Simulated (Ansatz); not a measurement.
**Ti$_{2}$O: random displacements**

Theory: DFT PBEsol, scalar-relativistic, plane waves, PAW (Ansatz). The runs took a 420 eV cutoff, a Γ-centred 10×14×6 mesh and Gaussian smearing (0.15 eV). No spin polarisation. Energies are free energies at this smearing, counted from the undisturbed cell; pressure is positive in compression.

Reference structure (relaxed at this level; it needn't be the usual structure):

```
Ti O
1.0
     4.59538    0.00000   -0.00145
     0.00000    2.91989    0.00000
    -0.28394    0.00000    8.12667
Ti O
6 3
Direct
  0.73677 0.50000 0.08577
  0.25343 0.50000 0.57259
  0.26323 0.50000 0.91423
  0.74657 0.50000 0.42741
  0.74832 0.00000 0.75792
  0.25168 0.00000 0.24208
  0.70759 0.00000 0.25853
  0.29241 0.00000 0.74147
  0.00000 0.00000 0.00000
```

After a displacement of all atoms with no net shift, the run gives ΔE = 90.0 meV/atom; stress (xx, yy, zz, yz, xz, xy; compression positive) (-0.19, 4.80, 4.67, 2.71, -0.11, 1.19) GPa.

| atom | Fx (eV/Å) | Fy | Fz |
| --- | --- | --- | --- |
| Ti1 | -1.256 | -1.231 | 0.408 |
| Ti2 | 1.106 | -0.464 | 0.558 |
| Ti3 | 0.602 | -0.846 | 0.104 |
| Ti4 | -0.624 | 1.840 | 1.186 |
| Ti5 | -1.110 | 0.226 | -0.389 |
| Ti6 | -0.346 | -0.435 | 0.122 |
| O7 | -0.660 | -0.749 | -0.155 |
| O8 | -0.421 | 1.357 | 0.127 |
| O9 | 2.709 | 0.300 | -1.962 |

Which displacements (Å, in the unstrained cell) and strain were applied?

```tsv
atom	ux	uy	uz
Ti1	-0.02	0.11	0.00
Ti2	-0.05	-0.03	-0.05
Ti3	-0.11	0.07	0.03
Ti4	0.08	-0.15	-0.06
Ti5	0.09	-0.03	0.02
Ti6	0.07	0.06	0.02
O7	0.10	0.00	0.00
O8	0.02	-0.08	-0.01
O9	-0.18	0.07	0.06
```
The cell is not strained.

Cost: 1 run of about 2.5 core-minutes, on Intel Xeon 6975P-C (Granite Rapids) (shared hosts).